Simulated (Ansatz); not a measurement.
Data:

Ru:
```xyz
2
Lattice="0.0000 2.6953 2.6953 2.6953 0.0000 2.6953 2.6953 2.6953 0.0000" Properties=species:S:1:pos:R:3 pbc="T T T"
Ru     0.0000     0.0000     0.0000
Ru     1.3477     1.3477     1.3477
```

This is the PBEsol-relaxed structure.

Question: All from PBEsol in the plane-wave PAW code Ansatz, unless another level is named. Estimate the density of states at the Fermi level.

Answer: 0.91 states/eV per atom (mean over ±0.08 eV).

Question: Next, the gap with spin–orbit coupling?

Answer: none (metallic).

Space group Fd-3m (diamond). The start of the workflow was typed in or built on a structure type; neither database checked (COD, Materials Project) lists it. It is not the phase usual at ambient conditions (space group No. 194). The PBEsol relaxation kept the symmetry of its start. At this level the phase is mechanically unstable. The workflow began spin-polarised and lost its moments. Scalar-relativistic: spin–orbit coupling is off unless named, which matters more the heavier the elements.

Potentials: the later of the program's two PAW sets.
